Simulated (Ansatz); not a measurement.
**CuAsPbO4, first-principles data**

CuAsPbO$_{4}$:
```
CuAsPbO4
1.0
   -0.60356    -5.81355     0.00000
   -4.86589     0.00000     0.00000
   -2.06779    -1.42287    -7.59171
Cu As Pb O
2 2 2 8
Cartesian
 -3.15897  -1.11829  -0.04214
 -4.37827  -6.11814  -7.54957
 -3.59820  -2.14188  -5.20139
 -3.93905  -5.09454  -2.39032
 -6.38550  -5.08448  -5.16062
 -1.15174  -2.15194  -2.43109
 -3.40142  -6.76924  -6.13844
 -4.13582  -0.46719  -1.45327
 -5.05855  -4.27179  -3.33857
 -2.47870  -2.96464  -4.25314
 -3.22749  -3.93285  -1.35756
 -4.30976  -3.30357  -6.23415
 -2.76453  -5.88802  -3.31652
 -4.77271  -1.34840  -4.27519
```

Space group P-1 (No. 2); conventional cell a = 4.8659 Å, b = 5.8448 Å, c = 7.9959 Å, α = 78.25°, β = 75.01°, γ = 84.07°.

Method: DFT-r²SCAN in the program Ansatz with PAW potentials. Structure relaxed to zero pressure with the same functional. Other levels are named where they apply.

**Cell and energy**

```json
{
 "volume_per_atom": "15.34 Å³",
 "density": "6.34 g/cm³"
}
```

**Electronic structure**

```json
{
 "band_gap": "2.22 eV (indirect)",
 "valence_band_maximum": "off the standard path, at k = (0.375, -0.406, 0.260) in fractions of the reciprocal vectors",
 "conduction_band_minimum": "at Y (k = 0.000, 0.500, 0.000 in fractions of the reciprocal vectors)",
 "smallest_direct_gap_on_the_standard_path": "2.31 eV",
 "electron_effective_mass": "0.54, 0.66, 1.5 mₑ (principal values)",
 "hole_effective_mass": "2.6, 4.6, 8.4 mₑ (principal values)"
}
```

**Mechanics**

```json
{
  "Bulk modulus (Birch–Murnaghan fit)": "23.0 GPa",
  "Pressure derivative B′": "13.3"
}
```

**Charges**

```json
{
  "bader_charges": "Cu +0.63, As +2.80, Pb +1.47, O -1.24 to -1.21 e"
}
```

The workflow started from a Materials Project entry (that database holds measured and hypothetical structures alike); the Crystallography Open Database copy checked does not list it. Entries of such low symmetry are often ordered models of mixed-site phases. Its standing as an ambient phase is unchecked. Symmetry was held in the r²SCAN relaxation; its stability against distortions is not shown here. No spin polarisation was allowed. No Hubbard U is applied. Spin–orbit coupling is left out wherever it is not named.

Potentials: the later of the program's two PAW sets.
